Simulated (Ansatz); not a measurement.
HfN:
```xyz
2
Lattice="0.0000 2.2628 2.2628 2.2628 0.0000 2.2628 2.2628 2.2628 0.0000" Properties=species:S:1:pos:R:3 pbc="T T T"
N      0.0000     0.0000     0.0000
Hf     2.2628     2.2628     2.2628
```

Relaxed with r²SCAN. Special points in fractions of this cell's reciprocal vectors: Γ (0.000, 0.000, 0.000); X (0.500, 0.000, 0.500); U (0.625, 0.250, 0.625); K (0.375, 0.375, 0.750); L (0.500, 0.500, 0.500); W (0.500, 0.250, 0.750).

Question: List the band energies nearest the Fermi level at these points for r²SCAN with spin–orbit coupling (plane waves, PAW; program Ansatz).

Answer: In eV from the Fermi level; about four levels below and three above (degenerate sets whole), none deeper than 8.9 eV; … stands for higher levels left out; points with the same levels are listed once.

```tsv
k	below	above
Γ	-0.40 -0.40 -0.40 -0.40 -0.08 -0.08	2.05 2.05 …
X	-3.82 -3.82 -3.82 -3.82	4.19 4.19 5.22 5.22
U	-5.25 -5.25 -0.80 -0.80	3.96 3.96 4.54 4.54
L	-6.60 -6.60 -6.54 -6.54	3.34 3.34 3.71 3.71
W	-6.15 -6.15 -5.58 -5.58	1.14 1.14 1.28 1.28
```

Space group Fm-3m (rock salt). The r²SCAN relaxation kept the symmetry of its start. No spin polarisation was allowed. With an odd number of electrons in the cell and no spin polarisation, the count alone makes it a metal.

Potentials: the later of the program's two PAW sets.
